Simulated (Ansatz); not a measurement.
# Collinear states of Ni3AgC

Computed with Ansatz, DFT PBE, scalar-relativistic, plane waves, PAW.

```
Ag C Ni
1.0
     3.83560    0.00000    0.00000
     0.00000    3.83560    0.00000
     0.00000    0.00000    3.83560
Ag C Ni
1 1 3
Cartesian
  0.0000 0.0000 0.0000
  1.9178 1.9178 1.9178
  1.9178 1.9178 0.0000
  1.9178 0.0000 1.9178
  0.0000 1.9178 1.9178
```

The plane-wave cutoff is 420 eV and the Γ-centred k-mesh is 10×10×10. The occupation rule is Gaussian smearing, 0.1 eV and the list of starting moments (μB, in atom order) is 0 0 1 1 1. The check for lower electronic states after the SCF is off.

Each order was relaxed in cell and atoms. Signs run over the atoms with starting moments. Site moments are spin moments in atom-centred spheres that scale with the neighbour distance. The states are those that the runs reached from these starts; a lower one can exist.

Task: Starts tried: no spin; ferromagnetic; ferrimagnetic in the cell, signs ++-. Which state comes out lowest, and what are the moments?

Result: The lowest state is ferromagnetic, reached from the start “ferromagnetic” and the start “ferrimagnetic in the cell, signs ++-”, with site moments (μB) Ni +0.19 (×3). The next state lies only 2.33 meV/atom higher, which mesh, smearing and relaxation can turn, so the order isn't settled.

| start | ends | energy above lowest (meV/atom) | site moments (μB) | gap on mesh (eV) | volume (Å³/atom) |
| --- | --- | --- | --- | --- | --- |
| no spin | non-magnetic | 2.33 | none over 0.05 | metal | 11.28 |
| ferromagnetic | ferromagnetic | 0.00 | Ni +0.19 (×3) | metal | 11.29 |
| ferrimagnetic in the cell, signs ++- | ferromagnetic | 0.00 | Ni +0.19 (×3) | metal | 11.29 |

Cost: 3 runs of about 4.3 core-minutes in all, on Arm Neoverse V1 (shared hosts).